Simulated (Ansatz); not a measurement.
**One relaxed cell of Tl$_{2}$Hg$_{3}$Te$_{4}$ at several levels**

A database entry relaxed whole under r2SCAN at zero pressure (C2/c, No. 15):

```
Tl Hg Te
1.0
     6.51906   -3.71159   -0.00522
     6.51906    3.71159   -0.00522
    -6.52720    0.00000   12.64852
Tl Hg Te
4 6 8
Direct
  0.92416 0.74419 0.95160
  0.25581 0.07584 0.54840
  0.07584 0.25581 0.04840
  0.74419 0.92416 0.45160
  0.86133 0.13867 0.25000
  0.13867 0.86133 0.75000
  0.42979 0.67937 0.15098
  0.32063 0.57021 0.34902
  0.57021 0.32063 0.84902
  0.67937 0.42979 0.65098
  0.27872 0.08631 0.26318
  0.91369 0.72128 0.23682
  0.72128 0.91369 0.73682
  0.08631 0.27872 0.76318
  0.74010 0.46333 0.43418
  0.53667 0.25990 0.06582
  0.25990 0.53667 0.56582
  0.46333 0.74010 0.93418
```

Its volume is 33.99 Å³ an atom, +8.2 % against the entry's 31.42, a measured cell (2011, 293 K).

Single points on this cell with plane-wave PAW DFT (Ansatz 0.2.0; r2SCAN 500 eV, hybrids 420 eV; fermi-dirac occupations of width 0.020 eV; no moments): r2SCAN on a 6×6×2 Γ-centred mesh; r2SCAN with spin-orbit coupling on a 2×2×2 Γ-centred mesh; HSE06 on a 2×2×2 Γ-centred mesh; PBE0 on a 2×2×2 Γ-centred mesh.

Question: What does each level give for gap and charges?

Answer: The runs give:

```tsv
level	gap (eV), or kind	pressure (GPa)	Bader charge of Tl (e)	Bader charge of Hg (e)	Bader charge of Te (e)
r2SCAN	1.14	0.0	+0.47	+0.14	-0.34
r2SCAN with spin-orbit coupling	0.99	-0.3	+0.45	+0.11	-0.31
HSE06	1.49	0.0	+0.49	+0.16	-0.37
PBE0	2.13	-0.1	+0.49	+0.17	-0.37
```

Under r2SCAN the gap is 1.14 eV, over mesh and band path. HSE06 moves it by +0.35 eV and PBE0 by +0.98 eV; PBE0 keeps its exact exchange at long range, which widens the gap over HSE06's by 0.63 eV on their common mesh. Spin-orbit coupling moves the r2SCAN gap by -0.15 eV, which the hybrid values lack.

Caveats: the relaxation kept the start's symmetry; HSE06 is read on its mesh and at the zone's corners, PBE0 on its mesh alone; hybrid pressures are good to a few tenths of a GPa; no dispersion correction, so weakly bound layers or chains stand too far apart and gaps read wide; pressure is positive in compression.
